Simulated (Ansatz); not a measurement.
ZnSnO$_{3}$:
Space group R3c, hexagonal axes (No. 161); a = b = 5.342 Å, c = 14.209 Å, α = β = 90.00°, γ = 120.00°

```tsv
atom	site	symmetry	x	y	z
Zn	6a	3.	0.0000	0.0000	0.2063
Sn	6a	3.	0.0000	0.0000	0.4878
O	18b	1	0.0244	0.3689	0.2519
```
(The calculation used a cell of 10 atoms; values per cell refer to that cell.)

Relaxed with PBE.

Q: Which orbitals make up the states near the band edges in DFT-PBE in the program Ansatz with PAW potentials?

A: Top 1 eV of the valence band: O 2p 87 %, Zn 3d 10 %. Bottom 1 eV of the conduction band: Sn 5s 31 %, O 2p 25 %, O 2s 23 %, Zn 4s 18 %. Projections are on Löwdin-orthogonalised atomic valence shells; empty p or d shells of many metals are not among them.

Q: Tabulate the density of states.

A: States/eV per cell of 10 atoms, in 0.25 eV bins, energy from the valence-band maximum.

| E (eV) | total | O 2p | Zn 3d | Sn 5s |
|---|---|---|---|---|
| -7.85 | 0.53 | 0.28 | 0.01 | 0.22 |
| -7.60 | 0.91 | 0.49 | 0.03 | 0.35 |
| -7.35 | 1.30 | 0.70 | 0.05 | 0.46 |
| -7.10 | 1.95 | 1.06 | 0.10 | 0.64 |
| -6.85 | 2.73 | 1.47 | 0.18 | 0.83 |
| -6.60 | 2.34 | 1.26 | 0.21 | 0.63 |
| -6.35 | 2.42 | 1.30 | 0.27 | 0.58 |
| -6.10 | 1.93 | 1.03 | 0.27 | 0.40 |
| -5.85 | 1.30 | 0.70 | 0.21 | 0.22 |
| -5.60 | 0.46 | 0.27 | 0.07 | 0.05 |
| -5.35 | 3.47 | 1.75 | 1.11 | 0.02 |
| -5.10 | 8.49 | 3.71 | 3.62 | 0.05 |
| -4.85 | 13.15 | 4.92 | 6.98 | 0.08 |
| -4.60 | 16.65 | 4.78 | 10.91 | 0.08 |
| -4.35 | 15.76 | 2.93 | 12.19 | 0.13 |
| -4.10 | 21.60 | 2.67 | 18.16 | 0.20 |
| -3.85 | 7.59 | 1.95 | 4.89 | 0.09 |
| -3.60 | 10.59 | 3.78 | 5.56 | 0.08 |
| -3.35 | 7.70 | 3.75 | 2.82 | 0.03 |
| -3.10 | 7.35 | 4.38 | 1.77 | 0.08 |
| -2.85 | 6.05 | 4.01 | 1.12 | 0.07 |
| -2.60 | 6.34 | 4.43 | 1.03 | 0.07 |
| -2.35 | 5.69 | 4.22 | 0.79 | 0.06 |
| -2.10 | 6.29 | 5.03 | 0.66 | 0.03 |
| -1.85 | 6.93 | 5.74 | 0.69 | 0.03 |
| -1.60 | 7.63 | 6.47 | 0.62 | 0.04 |
| -1.35 | 9.41 | 8.31 | 0.60 | 0.02 |
| -1.10 | 8.91 | 7.94 | 0.57 | 0.02 |
| -0.85 | 9.57 | 8.37 | 0.78 | 0.03 |
| -0.60 | 9.77 | 8.43 | 1.00 | 0.01 |
| -0.35 | 11.50 | 9.97 | 1.22 | 0.01 |
| -0.10 | 7.64 | 6.54 | 0.96 | 0.00 |
| 0.15 | 0.00 | 0.00 | 0.00 | 0.00 |
| 0.40 | 0.00 | 0.00 | 0.00 | 0.00 |
| 0.65 | 0.00 | 0.00 | 0.00 | 0.00 |
| 0.90 | 0.00 | 0.00 | 0.00 | 0.00 |
| 1.15 | 0.00 | 0.00 | 0.00 | 0.00 |
| 1.40 | 0.04 | 0.01 | 0.00 | 0.01 |
| 1.65 | 0.07 | 0.02 | 0.00 | 0.02 |
| 1.90 | 0.11 | 0.03 | 0.00 | 0.04 |
| 2.15 | 0.16 | 0.05 | 0.00 | 0.05 |
| 2.40 | 0.22 | 0.07 | 0.00 | 0.07 |
| 2.65 | 0.29 | 0.10 | 0.00 | 0.09 |
| 2.90 | 0.38 | 0.13 | 0.00 | 0.13 |
| 3.15 | 0.47 | 0.16 | 0.00 | 0.16 |
| 3.40 | 0.61 | 0.22 | 0.00 | 0.22 |
| 3.65 | 0.76 | 0.27 | 0.00 | 0.29 |
| 3.90 | 1.01 | 0.36 | 0.00 | 0.39 |
| 4.15 | 1.40 | 0.50 | 0.00 | 0.57 |
| 4.40 | 1.92 | 0.70 | 0.00 | 0.83 |
| 4.65 | 1.79 | 0.63 | 0.00 | 0.75 |
| 4.90 | 1.99 | 0.69 | 0.00 | 0.82 |
| 5.15 | 1.69 | 0.58 | 0.00 | 0.68 |
| 5.40 | 1.62 | 0.54 | 0.00 | 0.63 |
| 5.65 | 1.97 | 0.52 | 0.00 | 0.53 |
| 5.90 | 2.34 | 0.50 | 0.01 | 0.28 |

The cell was relaxed with PBE under the symmetry of its start. Scalar-relativistic: spin–orbit coupling is off unless named, which matters more the heavier the elements.

Potentials: the later of the program's two PAW sets.
